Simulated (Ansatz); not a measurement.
Sheets of one type (buckled honeycomb), plane-wave PAW r²SCAN+D4 (Ansatz code); HSE06 gaps on those cells.

| layer | a (Å) | thickness (Å) |
|---|---|---|
| Cu | 2.452 | 2.08 |
| Pt | 4.039 | 0.69 |
| Ru | 3.521 | 1.05 |
| Mo | 3.085 | 1.61 |
| Pd | … | … |
| Co | 2.419 | 1.92 |

Fill in the missing entries.


- Pd, a (Å): 2.665
- Pd, thickness (Å): 2.33

Spin orders computed, not proven ground states: Pt, buckled honeycomb layer ferromagnetic; Ru, buckled honeycomb layer ferromagnetic; Pd, buckled honeycomb layer ferromagnetic; Co, buckled honeycomb layer ferromagnetic. Began spin-polarised and lost the moments: Mo, buckled honeycomb layer. All cells were relaxed under the symmetry of their starts (and spin orders); stability against distortions was not tested throughout. Rows with no word on spin ran without spin polarisation. Scalar-relativistic: spin–orbit coupling is off unless named, which matters more the heavier the elements. Constructed layers (a layer type filled with these elements): Cu, buckled honeycomb layer; Pt, buckled honeycomb layer; Ru, buckled honeycomb layer; Mo, buckled honeycomb layer; Pd, buckled honeycomb layer; Co, buckled honeycomb layer.

Potentials: the later of the program's two PAW sets.
